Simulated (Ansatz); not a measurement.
Ag:
```
Ag
1.0
    0.00000     3.02009     3.02009
    3.02009     0.00000     3.02009
    3.02009     3.02009     0.00000
Ag
2
Direct
  0.00000   0.00000   0.00000
  0.25000   0.25000   0.25000
```

Relaxed with PBEsol.

### Question
Decompose the optical modes at the zone centre into irreducible representations, and say which are infrared and Raman allowed.

### Answer
Point group m-3m: Γ_opt = T2g. Infrared: none. Raman: T2g.

### Question
Assign frequencies (DFPT, PBEsol in the plane-wave PAW code Ansatz).

### Answer
T2g 167 cm⁻¹.

Space group Fd-3m (diamond). The start of the workflow was typed in or built on a structure type; neither database checked (COD, Materials Project) lists it. It is not the phase usual at ambient conditions (space group No. 225). Symmetry was held in the PBEsol relaxation. At this level the phase is mechanically unstable. The run is not spin-polarised. As this level gives no gap, phonon frequencies hold no LO–TO term and depend on the k-mesh and smearing (Fermi–Dirac, 0.1 eV here).

Potentials: the later of the program's two PAW sets.
